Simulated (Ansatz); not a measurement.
BaO:
```
CELL_PARAMETERS angstrom
      0.00000     2.78672     2.78672
      2.78672     0.00000     2.78672
      2.78672     2.78672     0.00000
ATOMIC_POSITIONS crystal
  Ba 0.00000 0.00000 0.00000
  O  0.50000 0.50000 0.50000
```

Relaxed with PBE. Special points in fractions of this cell's reciprocal vectors: Γ (0.000, 0.000, 0.000); X (0.500, 0.000, 0.500); U (0.625, 0.250, 0.625); K (0.375, 0.375, 0.750); L (0.500, 0.500, 0.500); W (0.500, 0.250, 0.750).

Problem. List the band energies nearest the valence-band maximum at these points for plane-wave PAW PBE with spin–orbit coupling (Ansatz code).

Solution. In eV from the valence-band maximum; about four levels below and three above (degenerate sets whole), none deeper than 8.9 eV; points with the same levels are listed once.

| k | below | above |
|---|---|---|
| Γ | -0.41 -0.41 -0.41 -0.41 | 3.48 3.48 4.68 4.68 4.68 4.68 |
| X | -0.16 -0.16 0.00 0.00 | 2.06 2.06 5.91 5.91 |
| U | -0.75 -0.75 -0.17 -0.17 | 3.40 3.40 6.30 6.30 |
| L | -1.44 -1.44 -1.43 -1.43 | 4.90 4.90 7.05 7.05 |
| W | -0.34 -0.34 -0.15 -0.15 | 4.49 4.49 4.50 4.50 |

Space group Fm-3m (rock salt). The cell was relaxed with PBE under the symmetry of its start; phonons on a q-mesh show no instability.

Potentials: the later of the program's two PAW sets.
